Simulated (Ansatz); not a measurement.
Ba:
```xyz
1
Lattice="-2.4380 2.4380 2.4380 2.4380 -2.4380 2.4380 2.4380 2.4380 -2.4380" Properties=species:S:1:pos:R:3 pbc="T T T"
Ba     0.0000     0.0000     0.0000
```

Relaxed with PBEsol. Special points in fractions of this cell's reciprocal vectors: Γ (0.000, 0.000, 0.000); H (0.500, -0.500, 0.500); N (0.000, 0.000, 0.500); P (0.250, 0.250, 0.250).

Question: List the band energies nearest the Fermi level at these points for PBEsol with spin–orbit coupling (plane waves, PAW; program Ansatz).

Answer: In eV from the Fermi level; about four levels below and three above (degenerate sets whole), none deeper than 8.9 eV; points with the same levels are listed once.

```json
[
 {"k": "Γ", "below": "-2.82 -2.82", "above": "1.86 1.86 1.86 1.86"},
 {"k": "H", "below": "-0.68 -0.68 -0.68 -0.68", "above": "3.99 3.99 4.44 4.44 4.44 4.44"},
 {"k": "N", "below": "-0.98 -0.98", "above": "0.64 0.64 1.46 1.46"},
 {"k": "P", "below": "–", "above": "0.43 0.43 0.64 0.64 0.64 0.64"}
]
```

Space group Im-3m (bcc (W type)). Symmetry was held in the PBEsol relaxation.

Potentials: the earlier of the program's two PAW sets. The files were generated under PBE; for other functionals the program regenerates the frozen cores, and for LDA and PBEsol the local potential too.
